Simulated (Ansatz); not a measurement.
An Ansatz input:

```yaml
crystal:
  lattice:
    - [3.1896763061, 0.0, 0.0]
    - [-1.5948381531, 2.762340711, 0.0]
    - [0.0, 0.0, 10.6582539711]
  atoms:
    - { symbol: Hg, position: [0.0, 1.0, 1.0] }
    - { symbol: Hg, position: [0.0, 1.0, 0.5] }
    - { symbol: Hg, position: [0.3333333333, 0.6666666667, 0.25] }
    - { symbol: Hg, position: [0.6666666667, 0.3333333333, 0.75] }
hamiltonian:
  xc: pbesol
  pseudopotentials:
    kind: paw
    azcp:
      Hg: "pseudopotentials/Hg.paw.azcp"
basis:
  ecutwfc: 420
  fft_grid_basis: typed
kpoints:
  mp_grid: { grid: [13, 13, 4], shift: [0, 0, 0] }
magnetization:
  spin_polarized: false
scf:
  occupations: { method: fermi_dirac, width: 0.1 }
  lower_state_search: "off"
output:
  stress: true
```

Terminal output

```
Warning: the record states the generating functional pbe (its physics header spells it `PBE`), which answers neither for hamiltonian.xc's functional nor for the pbesol family's — results may be inconsistent (PPs are generated against a specific XC)
Engine: ansatz 0.2.0, x86_64-unknown-linux-gnu
Pseudopotentials: kind: paw
Pseudopotential: Hg, paw, valence charge 20, recommended cutoff 420 eV (normal) 
Functional definition: PBEsol
  exchange = pbesol_x
  correlation = pbesol_c
Crystal: 4 atoms, lattice volume = 93.910 Å³
Basis set: ecut = 420 eV, 1859 PW (Γ)
Bands: 46, of which v1, the nominal top of the filled ones, is band 40 counted from 1 (39 counted from 0)
Symmetry: 24 space group operations
Space group: P63/mmc (ITA 194), of the structure as read, at distance tolerance 4.5e-5 Å
k-points: 63 of 676
Non-local potential: Hg, projectors of the file, l = 0: 3, l = 1: 2, l = 2: 2, l = 3: 1
PAW form: soft (Blöchl's): semilocal exchange-correlation on the pseudo side does not see the compensation charge
PAW frozen core: Hg, regenerated for the run's functional, and the local potential with it (the file was generated under x = pbe(κ = 0.804, μ = 0.2195149727645171), c = pbe(β = 0.06672455060314922))
PAW one-centre angular grid: Hg, 590 points (default); XC on 64 Gauss nodes
Initial density: superposition of atomic densities (neutral atoms: chi_scale 0, normalization atom), corrected by the library's trained network
Initial wavefunctions: pseudopotential atomic-orbital guess
Functional: x = pbesol(κ = 0.804, μ = 0.12345679012345678), c = pbesol(β = 0.046)
SCF iter   1: F=—  HF=-54671.986268 eV  |F-HF|=—  |Δ(HF+E_count)|=         —  Δρ=3.54e-3  dr2=9.85e-3  ethr=1.77e-3  ⟨swp⟩=6.2  Hψ=9606  notcnv=0  defer=11
SCF iter   2: F=—  HF=-54671.985589 eV  |F-HF|=—  |Δ(HF+E_count)|=   6.80e-4  Δρ=1.54e-3  dr2=1.55e-3  ethr=1.23e-5  ⟨swp⟩=2.1  Hψ=4800  notcnv=0  defer=11
SCF iter   3: F=—  HF=-54671.985119 eV  |F-HF|=—  |Δ(HF+E_count)|=   4.70e-4  Δρ=4.26e-4  dr2=6.66e-5  ethr=1.93e-6  ⟨swp⟩=2.0  Hψ=4283  notcnv=0  defer=11
SCF iter   4: F=—  HF=-54671.985123 eV  |F-HF|=—  |Δ(HF+E_count)|=   4.39e-6  Δρ=5.52e-5  dr2=2.69e-6  ethr=8.33e-8  ⟨swp⟩=2.5  Hψ=4914  notcnv=0  defer=11
SCF iter   5: F=—  HF=-54671.985123 eV  |F-HF|=—  |Δ(HF+E_count)|=   1.88e-7  Δρ=2.11e-5  dr2=4.88e-7  ethr=3.36e-9  ⟨swp⟩=2.0  Hψ=4364  notcnv=0  defer=11
SCF iter   6: F=-54671.985123 eV  HF=-54671.985123 eV  |F-HF|=9.24e-9  |Δ(HF+E_count)|=   3.99e-8  Δρ=4.97e-6  dr2=3.05e-8  ethr=1.25e-10  ⟨swp⟩=4.0  Hψ=9740  notcnv=0
SCF 1 converged in 6 iterations: F = -54671.985123 eV  dr2 = 3.05e-8
SCF converged after 6 iterations
Free energy (F): -54671.985123 eV
Harris-Foulkes:  -54671.985123 eV  (|F-HF|=9.24e-9)
Internal energy: -54671.939601 eV  (E = F + TS)
E sigma→0 (E₀):  -54671.962362 eV
Entropy (-TS):   -0.045522 eV (-11.380 meV/atom)
Fermi energy:    14.620280 eV
--- Per-component energies (eV) ---
  E_band       = -1549.617123
  E_kinetic    = 2418.360453
  E_local      = -9948.271253  (includes V_loc(G=0)·N_el)
  E_nonlocal   = 304.799594
  E_hartree    = 4251.615321
  E_xc         = -876.622622
  E_vxc        = -1047.792871  (∫ρ·V_xc dr)
  E_paw        = -39204.391580  (= ΣΔE_a)
  E_vpaw       = -1779.933718  (= ΣTr[D̂ρ^β])
  E_aug_tail   = 0.003618  (compensation charges beyond the density's cutoff)
  E_ewald      = -11618.747738
  E_core_change = 1.314605  (= ΣΔE_core)
  E_smearing   = -0.045522  (= −TS)
  E_closure    = -0.000000  (closes the sum)
  Σ components = -54671.985123   (vs F -54671.985123, Δ=0.00e0)
--- Stress (GPa, compression-positive) ---
        0.378891      -0.000000       0.000000
       -0.000000       0.378891       0.000000
        0.000000       0.000000      -0.197165
  P = ⅓ Tr σ = 0.1869 GPa (1.869 kbar)
```
